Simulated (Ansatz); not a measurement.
SiC (wurtzite)

```xyz
4
Lattice="3.0760 0.0000 0.0000 -1.5380 2.6639 0.0000 0.0000 0.0000 5.0478" Properties=species:S:1:pos:R:3 pbc="T T T"
Si     1.5380     0.8880     0.0026
Si     0.0000     1.7759     2.5265
C      1.5380     0.8880     3.1533
C      0.0000     1.7759     0.6294
```

The volume is varied about the relaxed value V₀ at fixed cell shape. The atoms relax within the cell's symmetry.

Level of theory: PBEsol (plane waves to 420 eV, PAW, scalar-relativistic; Ansatz, a first-principles code). k mesh 12×12×7 (Γ-centred), Fermi-Dirac smearing 0.05 eV. Energies are smeared free energies. Compression counts positive. With the shape held, the modulus is that of even scaling; a crystal free to change shape is softer. SiC was relaxed with its symmetry unable to fall. The PAW data are Ansatz's earlier set. ΔE is measured from the relaxed starting cell.

The scan covers V/V₀ from 0.940 to 1.060 in 9 points.

**Question.** What is the fitted pressure derivative B₀′?

**Answer.** 3.9.

**Question.** What bulk modulus at fixed cell shape B₀ follows from a third-order Birch-Murnaghan fit?

**Answer.** 223 GPa.

(Under strain, the slope of the energy per volume gives the stress and its curvature an elastic modulus.)
